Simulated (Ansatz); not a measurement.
An elastic tensor (GPa, Voigt order, standard axes) from the program Ansatz at the r²SCAN level (PAW):

```tsv
	1	2	3	4	5	6
1	58.0	95.1	95.1	0.0	0.0	0.0
2	95.1	58.0	95.1	0.0	0.0	0.0
3	95.1	95.1	58.0	0.0	0.0	0.0
4	0.0	0.0	0.0	56.0	0.0	0.0
5	0.0	0.0	0.0	0.0	56.0	0.0
6	0.0	0.0	0.0	0.0	0.0	56.0
```

### Question
Which of these materials gives this?
(A) Al2Pt, fluorite or antifluorite type
(B) Al, bcc (W type)
(C) AlNi, CsCl type
(D) AlRh, CsCl type

### Answer
B, Al, bcc (W type)

Space group Im-3m (bcc (W type)). The workflow started from a Materials Project entry (that database holds measured and hypothetical structures alike); the Crystallography Open Database copy checked does not list it. It is not the phase usual at ambient conditions (space group No. 225). Symmetry was held in the r²SCAN relaxation. At this level the phase is mechanically unstable. As this level gives no gap, shear constants depend on the k-mesh and smearing (Fermi–Dirac, 0.1 eV here).

Potentials: the later of the program's two PAW sets.
